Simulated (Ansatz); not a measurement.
Ansatz input

```yaml
crystal:
  lattice:
    - [0.0, 2.550410075, 2.550410075]
    - [2.550410075, 0.0, 2.550410075]
    - [2.550410075, 2.550410075, 0.0]
  atoms:
    - { symbol: "Y", position: [0.0, 0.0, 0.0], spin: 1.0 }
hamiltonian:
  xc: mr2scan
  pseudopotentials:
    kind: paw
    azcp:
      "Y": "pseudopotentials/Y.paw.azcp"
basis:
  ecutwfc: 500
  fft_grid_basis: typed
kpoints:
  mp_grid: { grid: [17, 17, 17], shift: [0, 0, 0] }
magnetization:
  spin_polarized: true
scf:
  occupations: { method: fermi_dirac, width: 0.05 }
```

and its output:

```
Engine: ansatz 0.2.0, aarch64-unknown-linux-gnu
Pseudopotentials: kind: paw
Pseudopotential: Y, paw, valence charge 11, recommended cutoff 500 eV (meta_gga) 
Functional definition: m-r2SCAN
  exchange = m_r2scan_x
  correlation = m_r2scan_c
Crystal: 1 atoms, lattice volume = 33.179 Å³
Basis set: ecut = 500 eV, 869 PW (Γ), exchange–correlation on 108×108×108 points (64 copies of the dense FFT grid, shifted against one another)
Bands: 10, of which v1, the nominal top of the filled ones, is band 6 counted from 1 (5 counted from 0)
Symmetry: 48 space group operations
Space group: Fm-3m (ITA 225), of the structure as read, at distance tolerance 3.2e-5 Å
Magnetic group: BNS 225.116 (UNI 1618), of the structure as read, at distance tolerance 3.2e-5 Å
k-points: 165 of 4913
Non-local potential: Y, projectors of the file, l = 0: 3, l = 1: 2, l = 2: 2, l = 3: 1
PAW form: soft (Blöchl's): semilocal exchange-correlation on the pseudo side does not see the compensation charge
PAW frozen core: Y, regenerated for the run's functional (the file was generated under x = pbe(κ = 0.804, μ = 0.2195149727645171), c = pbe(β = 0.06672455060314922))
PAW one-centre angular grid: Y, 590 points (default); XC on 160 Gauss nodes
Initial density: superposition of atomic densities (chi_scale 0.1, normalization cell)
Starting moments: Σ|m| = 1 μB on 1 of 1 site
Initial wavefunctions: pseudopotential atomic-orbital guess
Functional: x = mr2scan, c = mr2scan; τ floored in thin density (d = 2e-4 eV/Å³)
iter 1 solved again at ethr=1.08e-3 eV; its pass at ethr=3.10e-3 eV (dr2=1.19e-1 eV) is discarded
SCF iter   1: F=—  HF=-3859.527650 eV  |F-HF|=—  |Δ(HF+E_count)|=         —  Δρ=1.62e-2 (↑1.62e-2 ↓7.44e-3)  dr2=1.22e-1  dr2_τ=4.57e-3  dr2_m=3.00e-2  M=0.727 μB ∫|m|=0.727 μB  β_m=1.00  ethr=1.08e-3  ⟨swp⟩=2.0  Hψ=26254  notcnv=0
Mixer restart at iter 1: flushing history
SCF iter   2: F=—  HF=-3859.695824 eV  |F-HF|=—  |Δ(HF+E_count)|=         —  Δρ=7.92e-3 (↑7.92e-3 ↓5.75e-3)  dr2=7.91e-2  dr2_τ=3.52e-4  dr2_m=2.73e-3  M=0.562 μB ∫|m|=0.562 μB  β_m=1.00  ethr=1.08e-3  ⟨swp⟩=2.2  Hψ=5311  notcnv=0
Mixer restart at iter 2: flushing history
SCF iter   3: F=—  HF=-3859.675430 eV  |F-HF|=—  |Δ(HF+E_count)|=   2.04e-2  Δρ=4.22e-3 (↑4.22e-3 ↓4.15e-3)  dr2=2.63e-2  dr2_τ=2.02e-4  dr2_m=8.13e-4  M=0.459 μB ∫|m|=0.459 μB  β_m=1.00  ethr=7.19e-4  ⟨swp⟩=2.5  Hψ=5356  notcnv=0  κ⁻¹=1.0e0(r=1)
SCF iter   4: F=—  HF=-3859.666509 eV  |F-HF|=—  |Δ(HF+E_count)|=   8.92e-3  Δρ=1.97e-3 (↑1.48e-3 ↓1.97e-3)  dr2=1.31e-3  dr2_τ=6.31e-5  dr2_m=3.59e-4  M=0.270 μB ∫|m|=0.270 μB  β_m=1.00  ethr=2.39e-4  ⟨swp⟩=2.7  Hψ=6429  notcnv=0  κ⁻¹=1.9e-2(r=2)
SCF iter   5: F=—  HF=-3859.667026 eV  |F-HF|=—  |Δ(HF+E_count)|=   5.17e-4  Δρ=1.19e-3 (↑1.01e-3 ↓1.19e-3)  dr2=4.02e-4  dr2_τ=2.13e-5  dr2_m=1.94e-4  M=0.193 μB ∫|m|=0.193 μB  β_m=1.00  ethr=1.19e-5  ⟨swp⟩=2.0  Hψ=3923  notcnv=0  κ⁻¹=5.3e-3(r=3)
SCF iter   6: F=—  HF=-3859.666640 eV  |F-HF|=—  |Δ(HF+E_count)|=   3.86e-4  Δρ=3.66e-4 (↑3.34e-4 ↓3.66e-4)  dr2=1.31e-5  dr2_τ=1.72e-6  dr2_m=3.17e-5  M=0.071 μB ∫|m|=0.071 μB  β_m=1.00  ethr=3.65e-6  ⟨swp⟩=2.0  Hψ=5561  notcnv=0  κ⁻¹=1.6e-4(r=4)
SCF iter   7: F=—  HF=-3859.666332 eV  |F-HF|=—  |Δ(HF+E_count)|=   3.08e-4  Δρ=1.92e-4 (↑1.92e-4 ↓1.73e-4)  dr2=4.00e-6  dr2_τ=6.20e-7  dr2_m=8.46e-6  M=0.035 μB ∫|m|=0.035 μB  β_m=1.00  ethr=1.20e-7  ⟨swp⟩=2.2  Hψ=5304  notcnv=0  κ⁻¹=6.1e-5(r=5)
SCF iter   8: F=—  HF=-3859.666162 eV  |F-HF|=—  |Δ(HF+E_count)|=   1.70e-4  Δρ=5.27e-5 (↑5.27e-5 ↓4.75e-5)  dr2=9.02e-8  dr2_τ=5.86e-8  dr2_m=7.05e-7  M=0.007 μB ∫|m|=0.007 μB  β_m=0.53  ethr=3.63e-8  ⟨swp⟩=2.5  Hψ=5516  notcnv=0  κ⁻¹=1.4e-5(r=6)
SCF iter   9: F=—  HF=-3859.666139 eV  |F-HF|=—  |Δ(HF+E_count)|=   2.26e-5  Δρ=2.08e-5 (↑2.08e-5 ↓1.68e-5)  dr2=1.26e-7  dr2_τ=3.72e-9  dr2_m=4.03e-8  M=0.001 μB ∫|m|=0.001 μB  β_m=1.00  ethr=8.20e-10  ⟨swp⟩=2.9  Hψ=5700  notcnv=0  κ⁻¹=1.4e-6(r=7)
SCF iter  10: F=—  HF=-3859.666136 eV  |F-HF|=—  |Δ(HF+E_count)|=   3.10e-6  Δρ=8.93e-6 (↑8.93e-6 ↓8.24e-6)  dr2=3.19e-9  dr2_τ=9.00e-10  dr2_m=2.07e-8  M=0.001 μB ∫|m|=0.001 μB  β_m=1.00  ethr=8.20e-10  ⟨swp⟩=3.0  Hψ=5243  notcnv=0  κ⁻¹=4.0e-7(r=8)
SCF iter  11: F=—  HF=-3859.666135 eV  |F-HF|=—  |Δ(HF+E_count)|=   8.11e-7  Δρ=6.65e-7 (↑6.20e-7 ↓6.65e-7)  dr2=1.22e-10  dr2_τ=1.49e-11  dr2_m=7.82e-12  M=0.000 μB ∫|m|=0.000 μB  β_m=1.00  ethr=2.90e-11  ⟨swp⟩=3.0  Hψ=5769  notcnv=0  κ⁻¹=1.3e-8(r=8)
SCF iter  12: F=—  HF=-3859.666135 eV  |F-HF|=—  |Δ(HF+E_count)|=   1.42e-9  Δρ=4.19e-7 (↑4.07e-7 ↓4.19e-7)  dr2=4.21e-11  dr2_τ=6.07e-12  dr2_m=1.32e-11  M=0.000 μB ∫|m|=0.000 μB  β_m=1.00  ethr=1.11e-12  ⟨swp⟩=1.0  Hψ=9755  notcnv=0  κ⁻¹=3.0e-8(r=8)
SCF iter  13: F=-3859.666135 eV  HF=-3859.666135 eV  |F-HF|=2.36e-11  |Δ(HF+E_count)|=  3.01e-10  Δρ=2.49e-7 (↑2.27e-7 ↓2.49e-7)  dr2=1.51e-11  dr2_τ=2.03e-12  dr2_m=5.20e-12  M=0.000 μB ∫|m|=0.000 μB  ethr=1.00e-12  ⟨swp⟩=2.4  Hψ=6585  notcnv=0
SCF 1 converged in 13 iterations: F = -3859.666135 eV  dr2 = 1.51e-11
WARN: the starting moments were not kept: the SCF closed with an absolute magnetisation of 5.3e-5 μB, where they sum to 1 μB in size (1 site). That is at most 0.1 of that sum. Measured as dr2_m measures the in/out step, that magnetisation stands 2.1e-10 eV from none, at or under the dr2_threshold of 1.0e-7 eV: it is no larger than a step whose dr2_m would equal this threshold. The system may hold no moment; this SCF shows only that its start led to no more than that. To try another start: raise the starting moments (crystal.atoms[].spin, magnetization.per_species, magnetization.initial_magnetization, or on a non-collinear deck that types none of these the spinor_matrix: blocks that start its atoms; where the total moment is fixed, keep their sum and leave initial_magnetization as it is; typed ones take the place of any that the run laid by itself, positive ones on a crystal's lanthanoids without a Hubbard term where scf.initial_density.shell_occupations: [] is typed) or, if the notice of its spin-set hold's release reads "site moments contracting" or "site moments show no strong build", lengthen the hold (scf.mixing.spin_hold: { on: { confirm: 4 } }; for m-r²SCAN on two components see the key's manual first). Each may lead to a state that holds a moment. A second SCF, from the converged charge density, with the starting moments and any scf.initial_density.shell_occupations laid on it anew, would have followed, and was not run: the deck does not ask for one (magnetization.retry_lost_moments is false, the default). To let it run, set magnetization.retry_lost_moments: true and run the deck again, where that key's refused combinations let it; where memory then withholds it, that run's warning says so.
this state was not tested for a lower state beside it, because the mixer in use, unlike msr1, does not test its closes by its own steps (another_mixer; see scf.mixing.algorithm and scf.lower_state_search)
SCF converged after 13 iterations
Magnetization: 0.0001 μB (5.5000 up, 5.5000 down)
Absolute magnetization: 0.0001 μB (∫|ρ↑−ρ↓|)
Spin contamination: 0.0000 ħ² per cell (⟨S²⟩ above its minimum at these occupations)
Per-site moments (μB) at R_I (Å): [(3.008223561510783e-5, 1.4878151135421678)]
Free energy (F): -3859.666135 eV
Harris-Foulkes:  -3859.666135 eV  (|F-HF|=2.36e-11)
Internal energy: -3859.652341 eV  (E = F + TS)
E sigma→0 (E₀):  -3859.659238 eV
Entropy (-TS):   -0.013795 eV (-13.795 meV/atom)
Fermi energy:    9.317125 eV
--- Per-component energies (eV) ---
  E_band       = -131.088094
  E_kinetic    = 303.884637
  E_local      = -616.370140  (includes V_loc(G=0)·N_el)
  E_nonlocal   = 49.933345
  E_hartree    = 194.986693
  E_xc         = -167.216887
  E_vxc        = -221.027408  (∫ρ·V_xc dr)
  E_paw        = -2841.658926  (= ΣΔE_a)
  E_vpaw       = -49.619694  (= ΣTr[D̂ρ^β])
  E_aug_tail   = 0.000003  (compensation charges beyond the density's cutoff)
  E_vtau       = 12.137810  (kinetic-family band-sum trace: ∫τ·v_τ [+ j·A + Jᵃ·Aᵃ] dr)
  E_ewald      = -783.057113
  E_core_change = -0.153953  (= ΣΔE_core)
  E_smearing   = -0.013795  (= −TS)
  E_closure    = 0.000000  (closes the sum)
  Σ components = -3859.666135   (vs F -3859.666135, Δ=0.00e0)
```
